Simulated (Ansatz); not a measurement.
# Be: from a starting cell to a relaxed one

The start is a generated cell, Be built in the AFLOW prototype A_cI16_206_c (as in Si). The structure is fully relaxed (lattice and positions, P = 0) with PBEsol (plane waves to 420 eV, PAW, scalar-relativistic; Ansatz, a first-principles code). First-step values are on the input's coarse k-mesh.

Ansatz input (later rounds restart from its end on a renewed k-mesh):
Ansatz 0.2 input:
```yaml
crystal:
  lattice:
    - [-2.535336, 2.535336, 2.535336]
    - [2.535336, -2.535336, 2.535336]
    - [2.535336, 2.535336, -2.535336]
  atoms:
    - { symbol: Be, position: [0.2998, 0.2998, 0.2998] }
    - { symbol: Be, position: [0.5, 0, 0.2002] }
    - { symbol: Be, position: [0, 0.2002, 0.5] }
    - { symbol: Be, position: [0.2002, 0.5, 0] }
    - { symbol: Be, position: [0.7002, 0.7002, 0.7002] }
    - { symbol: Be, position: [0.5, 0, 0.7998] }
    - { symbol: Be, position: [0, 0.7998, 0.5] }
    - { symbol: Be, position: [0.7998, 0.5, 0] }
basis: { ecutwfc: 420, ecutrho_ratio: 4, xc_grid: 2, fft_grid_basis: typed }
kpoints: { mp_grid: { grid: [9, 9, 9] } }
hamiltonian:
  xc: pbesol
  dispersion: none
  pseudopotentials: { azcp: { folder: ./paw }, kind: paw }
scf: { occupations: { method: fermi_dirac, width: 0.05 } }
relax: { f_tol: 0.01, max_steps: 100, cell: { stress_tol: 0.02 } }
output: { forces: true, stress: true }
```

Question: Which atoms feel the largest initial force, and how large is it?

Answer: 2.15 eV/Å, on Be1, Be2, Be3, Be4, Be5, Be6, Be7, Be8 (atoms numbered as listed).

Question: How do the shortest distances between atoms change?

Answer: The closest pairs of elements (up to four, under 3.6 Å), start → end: Be–Be 1.76 → 2.03 Å.

Question: What band gap does the relaxed structure have at this level?

Answer: Zero (metallic).

The space group stays Ia-3 (No. 206) (the run could not lower it); the end is AFLOW prototype A_cI16_206_c (as in Si), with 8 atoms in the primitive cell. Final values are on a 12×12×12 k-mesh of the relaxed cell. No spin polarisation in the result.

The run could not lower the symmetry of its start; a shaken copy of this end point relaxes with PBEsol to P6₃/mmc (No. 194), 1.44 eV/atom lower.

The relaxed structure here is a generated cell of Be: the first start was made by placing the elements on the sites of a structure type, and the end was not matched to a known phase here, so it may be hypothetical. Known forms of Be include space group No. 194.
